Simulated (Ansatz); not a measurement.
Data:

Relaxed Al$_{2}$Cu (Al2Cu type, space group I4/mcm):

```yaml
crystal:
  lattice:
    - [-3.02979, 3.02979, 2.43726]
    - [3.02979, -3.02979, 2.43726]
    - [3.02979, 3.02979, -2.43726]
  atoms:
    - { symbol: Al, position: [0.65828, 0.15828, 0.81655] }
    - { symbol: Al, position: [0.84172, 0.65828, 0.50000] }
    - { symbol: Al, position: [0.15828, 0.34172, 0.50000] }
    - { symbol: Al, position: [0.34172, 0.84172, 0.18345] }
    - { symbol: Cu, position: [0.25000, 0.25000, 0.00000] }
    - { symbol: Cu, position: [0.75000, 0.75000, 0.00000] }
```

Scan: atom 1 (Al, nearest neighbour Cu at 2.587 Å; its periodic images, 4.9 Å or more away, move with it) is displaced along Cartesian x, direction (1.000, 0.000, 0.000) in Cartesian axes, by s. The other atoms stay.

All values below come from PBE (plane waves to 420 eV, PAW, scalar-relativistic; Ansatz, a first-principles code). k mesh 10×10×10 (Γ-centred), Fermi-Dirac smearing 0.05 eV. The energy includes the smearing's −TS. With partly filled bands, energies and forces of such displacements shift with the k mesh and the smearing. Al2Cu is run without spin polarisation. Al2Cu was relaxed with its symmetry unable to fall. ΔE is measured from the undisplaced structure.

The scan covers s from -0.780 to 0.780 Å in 11 points.

Is the energy the same for displacements of ±0.780 Å, and if not, which side lies higher?

Not even: the positive side lies higher at ±0.780 Å. With its periodic images moving along, the atom's site symmetry in this cell is mm2.

What is the energy change at s = 0.780 Å?

2291 meV/cell.

What is the force constant k = d²E/ds² of this move at s = 0?

5.25 eV/Å².

(For displaced atoms, the force is minus the slope of the energy, and its curvature is a force constant, which sets phonon frequencies.)
